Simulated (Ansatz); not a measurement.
C (diamond)

```yaml
crystal:
  lattice:
    - [0.00000, 1.78014, 1.78014]
    - [1.78014, 0.00000, 1.78014]
    - [1.78014, 1.78014, 0.00000]
  atoms:
    - { symbol: C, position: [0.00000, 0.00000, 0.00000] }
    - { symbol: C, position: [0.25000, 0.25000, 0.25000] }
```

Two coordinates are scanned: the volume, and the ratio of the stretch along z (the conventional c axis) to the stretch across it. Atoms keep their fractional coordinates.

Calculation: r2SCAN (plane waves to 500 eV, PAW, scalar-relativistic; Ansatz, a program for electronic structure). k mesh 16×16×16 (Γ-centred), Fermi-Dirac smearing 0.05 eV. Energies are smeared free energies. C was relaxed with its symmetry unable to fall.

Changes of ΔE (kJ/mol of atoms) from the point V/V₀ = 1.000, (c/a)/(c/a)₀ = 1.000 when one coordinate moves alone (two changes are said to add if the coupling is within 5 % of the smaller one, nearly so within 20 %):

```json
[
 {"point": "V/V₀ = 1.000, (c/a)/(c/a)₀ = 0.880", "change": "16.695"},
 {"point": "V/V₀ = 1.000, (c/a)/(c/a)₀ = 0.940", "change": "4.112"},
 {"point": "V/V₀ = 0.960, (c/a)/(c/a)₀ = 1.000", "change": "1.305"},
 {"point": "V/V₀ = 0.980, (c/a)/(c/a)₀ = 1.000", "change": "0.316"},
 {"point": "V/V₀ = 1.020, (c/a)/(c/a)₀ = 1.000", "change": "0.297"},
 {"point": "V/V₀ = 1.040, (c/a)/(c/a)₀ = 1.000", "change": "1.152"},
 {"point": "V/V₀ = 1.000, (c/a)/(c/a)₀ = 1.060", "change": "3.965"},
 {"point": "V/V₀ = 1.000, (c/a)/(c/a)₀ = 1.120", "change": "15.524"}
]
```

**Question.** Do the two effects add at V/V₀ = 0.960, (c/a)/(c/a)₀ = 0.940? Give the computed change.

**Answer.** The sum of the single changes is 1.305 + (4.112) = 5.417; the calculation gives 5.432, so they add (within 5 % of the smaller single change).

**Question.** Do the two effects add at V/V₀ = 0.980, (c/a)/(c/a)₀ = 0.880? Give the computed change.

**Answer.** The sum of the single changes is 0.316 + (16.695) = 17.011; the calculation gives 17.042, so the coupling contributes 0.031 (under 20 % of the smaller single change, nearly additive).

**Question.** What is the change at V/V₀ = 1.040, (c/a)/(c/a)₀ = 1.120, where both move, and how far is it from the sum?

**Answer.** The sum of the single changes is 1.152 + (15.524) = 16.676; the calculation gives 16.584, so the coupling contributes -0.092 (under 20 % of the smaller single change, nearly additive).

(Under strain, the slope of the energy per volume gives the stress and its curvature an elastic modulus.)
